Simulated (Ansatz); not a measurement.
Relax this structure to zero stress and force, keeping its symmetry:

Space group P4/nmm:1 (No. 129). a = 3.630 Å, b = 3.630 Å, c = 8.320 Å, α = 90.00°, β = 90.00°, γ = 90.00°
| atom | site | symmetry | x | y | z |
| --- | --- | --- | --- | --- | --- |
| Hf | 2c | 4mm | 0.0000 | 0.5000 | 0.2590 |
| Si | 2a | -4m2 | 0.0000 | 0.0000 | 0.0000 |
| Se | 2c | 4mm | 0.0000 | 0.5000 | 0.6150 |

Theory: DFT r2SCAN, scalar-relativistic, plane waves, PAW in Ansatz 0.2.0.

Plane waves to 500 eV, a k mesh through Γ of 10×10×4 on the computed 6-atom cell and Gaussian smearing (0.10 eV); no spin polarisation.

Task: What does it relax to?

Result: The volume rises by 0.74 Å³/atom to 19.01 Å³/atom, and the energy falls by 16.6 meV/atom. Final structure:
```cif
data_structure
_symmetry_space_group_name_H-M 'P4/nmm:1'
_symmetry_Int_Tables_number 129
_cell_length_a 3.5376
_cell_length_b 3.5376
_cell_length_c 9.1146
_cell_angle_alpha 90.000
_cell_angle_beta 90.000
_cell_angle_gamma 90.000
_cell_volume 114.06
loop_
_atom_site_label
_atom_site_type_symbol
_atom_site_symmetry_multiplicity
_atom_site_Wyckoff_symbol
_atom_site_fract_x
_atom_site_fract_y
_atom_site_fract_z
_atom_site_occupancy
Hf1 Hf 2 c 0.00000 0.50000 0.23338 1
Si1 Si 2 a 0.00000 0.00000 0.00000 1
Se1 Se 2 c 0.00000 0.50000 0.64323 1
```

Course of the relaxation (steps run on the plane waves of an earlier cell, and the basis is chosen afresh near the end, so energy and pressure can step there; trial steps that raised the energy were taken back; energies are free energies):

```csv
step,E − E_final (meV/atom),largest force component (eV/Å),P (GPa),V (Å³/atom)
1,16.6,0.576,-2.10,18.27
2,38.9,0.938,3.73,17.88
3,5.1,0.084,0.06,18.11
4,4.1,0.057,0.24,18.12
5,1.8,0.046,-0.01,18.34
6,0.4,0.044,0.62,18.56
7,0.1,0.049,-0.29,18.88
8,0.1,0.006,0.04,18.88
9,0.1,0.005,0.01,18.91
10,0.1,0.004,0.01,18.93
11,0.1,0.008,-0.02,19.00
12,0.1,0.006,0.02,19.01
13,0.1,0.000,0.00,19.01
14,0.0,0.000,0.00,19.01
```

Spin–orbit coupling is left out, which can shift energies with elements as heavy as these.